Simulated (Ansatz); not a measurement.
I:
```
I
1.0
    3.75318    -2.19617     0.00000
    3.75318     2.19617     0.00000
    0.00000     0.00000     9.62365
I
4
Cartesian
  3.75318  -1.43364   8.44219
  3.75318   0.76253   5.99329
  3.75318   1.43364   1.18147
  3.75318  -0.76253   3.63036
```

Relaxed with PBEsol. Special points in fractions of this cell's reciprocal vectors: Γ (0.000, 0.000, 0.000); Y (0.500, 0.500, 0.000); F0 (0.336, 0.664, 0.000); Δ0 (-0.336, 0.336, 0.000); Z (0.000, 0.000, 0.500); B0 (-0.336, 0.336, 0.500); G0 (0.336, 0.664, 0.500); T (0.500, 0.500, 0.500); S (0.000, 0.500, 0.000); R (0.000, 0.500, 0.500).

List the band energies nearest the valence-band maximum at these points for DFT-PBEsol in the program Ansatz with PAW potentials.

In eV from the valence-band maximum; about four levels below and three above (degenerate sets whole), none deeper than 8.9 eV; points with the same levels are listed once.

```tsv
k	below	above
Γ	-1.03 -0.89 -0.53 0.00	1.09 1.93 4.58
Y	-1.80 -1.66 -1.12 -0.50	0.91 1.66 4.44
F0	-1.98 -1.23 -1.18 -0.50	1.71 1.82 6.26
Z	-0.79 -0.79 -0.20 -0.20	1.17 1.17 5.32 5.32
B0	-1.07 -1.07 -0.61 -0.61	1.49 1.49 6.45 6.45
T	-1.30 -1.30 -1.11 -1.11	0.98 0.98 5.46 5.46
S	-1.72 -1.72 -0.93 -0.93	2.21 2.21 4.96 4.96
R	-1.09 -1.09 -0.01 -0.01	1.15 1.15 5.43 5.43
```

Space group Cmce (molecular I2 type). The cell was relaxed with PBEsol under the symmetry of its start. A crystal of weakly bound molecules computed without a dispersion correction: the cell and the soft elastic constants depend strongly on that. Spin–orbit coupling is left out wherever it is not named.

Potentials: the later of the program's two PAW sets.
